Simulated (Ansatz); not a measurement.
Relaxation of a generated trial cell of Co in the diamond structure type; 2 atoms in the cell, which starts as Fd-3m, origin choice 1 (No. 227), cF8; a = 4.7805 Å, b = 4.7805 Å, c = 4.7805 Å, α = 90.00°, β = 90.00°, γ = 90.00°. Computed with r2SCAN (plane waves to 500 eV, PAW, scalar-relativistic; Ansatz, a quantum-chemistry and plane-wave program). Γ-centred k-mesh 12×12×12 on the run's cell (coarser than for final values), Fermi–Dirac smearing 0.05 eV. This is the first round of the run. Spin-polarised start, with parallel moments on Co.

The optimiser's lines from the output (shortened; P is positive under compression):

```
relax step   1: F+E_penalty+E_count = -10260.06816632 eV  Δ(F+E_penalty+E_count) = +0.000e0 eV  max|allowed force component| = 6.939e-18 eV/Å  Δτ_max = 0.0000 Å  P = +24.263 GPa  Ω = 27.312 Å³  (18 SCF iters, dr2 threshold 1.00e-7 eV, accepted)
relax step   2: F+E_penalty+E_count = -10260.33460941 eV  Δ(F+E_penalty+E_count) = -2.664e-1 eV  max|allowed force component| = 1.156e-16 eV/Å  Δτ_max = 0.0000 Å  P = +6.401 GPa  Ω = 30.266 Å³  (15 SCF iters, dr2 threshold 2.00e-7 eV, accepted)
relax step   3: F+E_penalty+E_count = -10260.36235588 eV  Δ(F+E_penalty+E_count) = -2.775e-2 eV  max|allowed force component| = 7.055e-17 eV/Å  Δτ_max = 0.0000 Å  P = +1.304 GPa  Ω = 31.485 Å³  (13 SCF iters, dr2 threshold 2.00e-7 eV, accepted)
relax step   4: F+E_penalty+E_count = -10260.36355431 eV  Δ(F+E_penalty+E_count) = -1.198e-3 eV  max|allowed force component| = 8.095e-17 eV/Å  Δτ_max = 0.0000 Å  P = +0.108 GPa  Ω = 31.813 Å³  (10 SCF iters, dr2 threshold 2.00e-7 eV, accepted)
relax step   5: F+E_penalty+E_count = -10260.36354340 eV  Δ(F+E_penalty+E_count) = +1.092e-5 eV  max|allowed force component| = 8.789e-17 eV/Å  Δτ_max = 0.0000 Å  P = +0.002 GPa  Ω = 31.843 Å³  (8 SCF iters, dr2 threshold 2.93e-8 eV, accepted)
relax step   6: F+E_penalty+E_count = -10260.36895032 eV  Δ(F+E_penalty+E_count) = -5.407e-3 eV  max|allowed force component| = 7.864e-17 eV/Å  Δτ_max = 0.0000 Å  P = +0.127 GPa  Ω = 31.843 Å³  stress off target by 1.27e-1 GPa  SCF on the basis re-selected at this cell (its energy is not comparable with the rows above)  (16 SCF iters)
relax step   7: F+E_penalty+E_count = -10260.36893986 eV  Δ(F+E_penalty+E_count) = +1.046e-5 eV  max|allowed force component| = 6.014e-17 eV/Å  Δτ_max = 0.0000 Å  P = +0.001 GPa  Ω = 31.879 Å³  (8 SCF iters, dr2 threshold 4.03e-8 eV, accepted)
relax step   8: F+E_penalty+E_count = -10260.36895768 eV  Δ(F+E_penalty+E_count) = -1.782e-5 eV  max|allowed force component| = 7.633e-17 eV/Å  Δτ_max = 0.0000 Å  P = +0.001 GPa  Ω = 31.879 Å³  stress off target by 1.49e-3 GPa  SCF on the basis re-selected at this cell (its energy is not comparable with the rows above)  (12 SCF iters)
```

From the first to the last row the energy changes by -0.15 eV/atom and the volume by +16.7 %. The last row is marked as not comparable with the walk above it, whose basis was carried along; it does compare with step 1, since both stand on a basis selected at the nominal cutoff for their own cell.

Later rounds, restarted from the end of this one on a renewed k-mesh, logged 4 more steps and released under 0.01 eV/atom more. The final structure after all rounds: Fd-3m, origin choice 1 (No. 227), cF8, diamond type; a = b = c = 5.0333 Å, α = β = γ = 90.00°. Between re-selections the logged energies stand on a plane-wave basis carried along with the cell. Spin state reached: ferromagnetic (net 1.83 μB/atom), from parallel starting moments; other spin orders were not run from this start. r2SCAN tends to overstate moments in metals.

The run could not lose the symmetry of its start, so the end can be a saddle point.

All atoms sit on sites fixed by symmetry, so only the cell could relax.

The relaxed structure here is a generated cell of Co: the first start was made by placing the elements on the sites of a structure type, and the end was not matched to a known phase here, so it may be hypothetical. Known forms of Co include space group No. 194.
